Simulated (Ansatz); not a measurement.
LaAg$_{2}$Ge$_{2}$:
```
LaAg2Ge2
1.0
   -2.18301     2.18301     5.49452
    2.18301    -2.18301     5.49452
    2.18301     2.18301    -5.49452
La Ag Ge
1 2 2
Direct
  0.00000   0.00000   0.00000
  0.75000   0.25000   0.50000
  0.25000   0.75000   0.50000
  0.38829   0.38829   0.00000
  0.61171   0.61171   0.00000
```

Relaxed with r²SCAN. Special points in fractions of this cell's reciprocal vectors: Γ (0.000, 0.000, 0.000); X (0.000, 0.000, 0.500); P (0.250, 0.250, 0.250); N (0.000, 0.500, 0.000); M (0.500, 0.500, -0.500); S (0.289, 0.711, -0.289); S0 (-0.289, 0.289, 0.289); R (-0.079, 0.079, 0.500); G (0.500, 0.500, -0.079).

Question: List the band energies nearest the Fermi level at these points for r²SCAN in the plane-wave PAW code Ansatz.

Answer: In eV from the Fermi level; about four levels below and three above (degenerate sets whole), none deeper than 8.9 eV; points with the same levels are listed once.

| k | below | above |
|---|---|---|
| Γ | -3.96 -1.42 -1.42 -0.44 | 0.18 0.18 1.67 |
| X | -2.53 -2.52 -2.06 -2.05 | 1.50 1.80 1.99 |
| P | -2.52 -2.52 -2.06 -2.06 | 0.89 1.91 1.91 |
| N | -4.02 -3.36 -1.53 -0.06 | 0.48 1.08 1.91 |
| M | -1.50 -1.50 -0.89 -0.17 | 0.98 1.73 1.73 |
| S | -4.69 -1.55 -1.46 -1.45 | 1.28 1.38 1.84 |
| R | -2.52 -2.21 -2.16 -1.86 | 1.48 1.79 1.97 |

Space group I4/mmm. The first step of the workflow began from a Materials Project structure, measured or hypothetical; the Crystallography Open Database copy checked does not list it. Whether it is the stable phase at ambient conditions was not checked. The cell was relaxed with r²SCAN under the symmetry of its start; whether a distortion lowers the energy is not shown. The run is not spin-polarised. Scalar-relativistic: spin–orbit coupling is off unless named, which matters more the heavier the elements.

Potentials: the later of the program's two PAW sets.
